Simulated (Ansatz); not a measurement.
TaN (space group P-62m)

```
TaN
1.0
    5.17882     0.00000     0.00000
   -2.58941     4.48499     0.00000
    0.00000     0.00000     2.89612
Ta N
3 3
Cartesian
  0.00000   0.00000   0.00000
  0.00000   2.99000   1.44806
  2.58941   1.49500   1.44806
  2.03726   0.00000   0.00000
  1.57078   2.72067   0.00000
 -1.01863   1.76432   0.00000
```

E(V) scan at fixed shape, V₀ the volume above. The atoms relax within the cell's symmetry.

All values below come from PBEsol (plane waves to 420 eV, PAW, scalar-relativistic; Ansatz, a program for electronic structure). k mesh 11×11×16 (Γ-centred), Fermi-Dirac smearing 0.05 eV. The energy includes the smearing's −TS. With the shape held, the modulus is that of even scaling; a crystal free to change shape is softer. Spin-orbit coupling is left out, though Ta is heavy. TaN is run without spin polarisation. TaN was relaxed with its symmetry unable to fall. The zero of ΔE is the relaxed starting cell. The last digit holds for this mesh only.

| V (Å³/atom) | ΔE (meV/atom) |
|---|---|
| 9.418 | 400.5 |
| 9.776 | 240.2 |
| 10.135 | 126.9 |
| 10.494 | 53.1 |
| 10.853 | 12.5 |
| 11.211 | 0.0 |
| 11.570 | 11.2 |
| 11.929 | 42.2 |
| 12.288 | 90.1 |
| 12.646 | 152.0 |
| 13.005 | 225.8 |

**Question.** What is the fitted pressure derivative B₀′?

**Answer.** 4.3.

**Question.** What bulk modulus at fixed cell shape B₀ follows from a third-order Birch-Murnaghan fit?

**Answer.** 328 GPa. Check by three points about V = 11.211 Å³/atom, step 0.718: d²E/dV² ≈ (53 − 2·0 + 42) meV / 0.718² = 0.185 eV/Å⁶, and V·d²E/dV² × 160.2 = 331 GPa.

(Under strain, the slope of the energy per volume gives the stress and its curvature an elastic modulus.)
